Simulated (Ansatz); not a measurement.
## Ti3Tl: how the energy converges with the cutoff

Ti3Tl, I4/mmm, a = 4.052 Å, c = 8.855 Å. The structure is a Materials Project entry; whether it is the stable form wasn't checked. Ansatz: PBEsol, PAW, cutoff varied, Γ-centred 14×14×14 mesh on 4 atoms, Gaussian smearing 0.10 eV; no spin polarisation. Single points at one geometry, the cutoff alone changed; ΔE is the energy at zero smearing over the run at 500 eV. The runs up to 350 eV lie under the cutoff recommended for these PAW datasets.

```
cutoff (eV)  ΔE (meV/atom)
        250         935.62
        300              ?
        350           8.63
        420           0.71
```

Problem. Assume ΔE falls exponentially with the cutoff, fit y = ln ΔE against x, the cutoff in eV, to the other rows, and predict the missing value.

Solution. y = 6.841, 2.155, -0.342. Means x = 340.0, y = 2.8847; Σ(Δx)² = 14600, ΣΔxΔy = -621.5; the slope is their ratio. y = 17.36 − 0.04257 x, a factor of ten per 54 eV. At 300 eV this gives ΔE = 98.40 meV/atom. The run gave 120.32, a ratio of 0.82. Between neighbouring rows the decay runs from a factor of ten per 44 eV to one per 65 eV, so one exponential is only a rough guide.